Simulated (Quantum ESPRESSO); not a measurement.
Empty bands for a GW run on TlBr (CsCl type, space group Pm-3m, No. 221): 145 bands on a 4×4×4 mesh, PBEsol, PseudoDojo standard norm-conserving files, scalar-relativistic, Quantum ESPRESSO. The input, in which only the diagonalization keyword changes:

```
&CONTROL
  calculation = 'nscf'
  pseudo_dir = './pseudo'
  outdir = './out'
/
&SYSTEM
  ibrav = 0
  nat = 2
  ntyp = 2
  ecutwfc = 62.0
  ecutrho = 248.0
  occupations = 'fixed'
  force_symmorphic = .true.
  nbnd = 145
/
&ELECTRONS
  conv_thr = 2e-09
  diago_full_acc = .true.
  diago_thr_init = 1e-08
  diagonalization = 'david'
/
ATOMIC_SPECIES
Br 79.9040 Br.upf
Tl 204.3800 Tl.upf
CELL_PARAMETERS angstrom
  3.999910000000   0.000000000000   0.000000000000
  0.000000000000   3.999910000000   0.000000000000
  0.000000000000   0.000000000000   3.999910000000
ATOMIC_POSITIONS crystal
Br   0.500000000000   0.500000000000   0.500000000000
Tl   0.000000000000   0.000000000000   0.000000000000
K_POINTS automatic
4 4 4 0 0 0
```

```
diagonalization  mean iterations per k point              rough time  largest change of an eigenvalue (eV)
---------------  ---------------------------  ----------------------  ------------------------------------
david                                     23                       1                                     –
cg                                        44                about 4×                                 1e-06
paro                                      18  within a factor of two                                 9e-08
```

An iteration means different work in each solver, so the counts don't rank them. Times are rough ratios from shared machines.

Spin-orbit coupling is not included.

Geometry of the Materials Project entry, not relaxed at this level.
